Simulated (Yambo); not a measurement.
A G0W0@LDA run in Yambo for AlN (zinc blende, space group F-43m, No. 216) (6×6×6 Γ-centred k mesh, 77 bands and a 14 Ry block in the screening, 77 bands in G with the Bruneval-Gonze terminator, plasmon pole fitted at 27.2 eV) gives these matrix elements, in eV, at the band edges (Γ → X):

| state | E0 | <Vxc> | <Σx> | <Σc(E0)> | Z |
|---|---|---|---|---|---|
| valence edge | 0.000 | -16.857 | -20.996 | 2.823 | 0.791 |
| conduction edge | 3.271 | -9.584 | -5.184 | -3.763 | 0.839 |

### Question
Solve the linearised quasiparticle equation for both states, give the gap, and say how exchange and correlation each act on it.

### Answer
E = E0 + Z(Σx + Σc − Vxc). Valence: 0.000 + 0.791 × (-20.996 + (2.823) − (-16.857)) = -1.04 eV. Conduction: 3.271 + 0.839 × (-5.184 + (-3.763) − (-9.584)) = 3.81 eV. The gap is 4.85 eV, against 3.27 eV in LDA. Replacing Vxc by bare exchange alone would open it by 8.54 eV; correlation takes back 6.59 eV of that, and Z scales what is left. Nearest settings tried, and what they do to the gap: 47 bands in W, 47 bands in G: -14 meV; 11 Ry block (89 vectors against 137): -70 meV; 4×4×4 mesh: -17 meV. So the settings aren't converged at that level. 

Geometry relaxed with LDA; primitive cell a = 3.0640 Å, b = 3.0640 Å, c = 3.0640 Å, α = 60.00°, β = 60.00°, γ = 60.00°.

This is not the ordinary phase of the substance; no match was found in the copy of COD used, and its stability was not checked.
